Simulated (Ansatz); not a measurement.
LaAl$_{2}$Ge$_{2}$:
Space group P-3m1 (No. 164); a = b = 4.295 Å, c = 7.048 Å, α = β = 90.00°, γ = 120.00°

```tsv
atom	site	symmetry	x	y	z
Ge	2d	3m.	0.3333	0.6667	0.2728
Al	2d	3m.	0.6667	0.3333	0.3642
La	1a	-3m.	0.0000	0.0000	0.0000
```

Relaxed at zero pressure with r²SCAN in the plane-wave PAW code Ansatz.

The volume is raised by 6 % and shape and atoms relax at that volume. What pressure results, and how do the axes share the change?

-3.8 GPa; a 2.2 %, b 2.2 %, c 1.5 %; the energy rises by 16 meV/atom.

Give the new structure.


Space group P-3m1 (No. 164); a = 4.389 Å, b = 4.389 Å, c = 7.154 Å, α = 90.00°, β = 90.00°, γ = 120.00°

```json
[
 {"atom": "Ge", "site": "2d", "symmetry": "3m.", "x": "0.3333", "y": "0.6667", "z": "0.2746"},
 {"atom": "Al", "site": "2d", "symmetry": "3m.", "x": "0.6667", "y": "0.3333", "z": "0.3638"},
 {"atom": "La", "site": "1a", "symmetry": "-3m.", "x": "0.0000", "y": "0.0000", "z": "0.0000"}
]
```

The phase is kept; no other phase was compared at this pressure.

The workflow started from an entry of the Crystallography Open Database (COD). Its standing as an ambient phase is unchecked. The r²SCAN relaxation kept the symmetry of its start; its stability against distortions is not shown here. Spin–orbit coupling is left out wherever it is not named.

Potentials: the later of the program's two PAW sets.
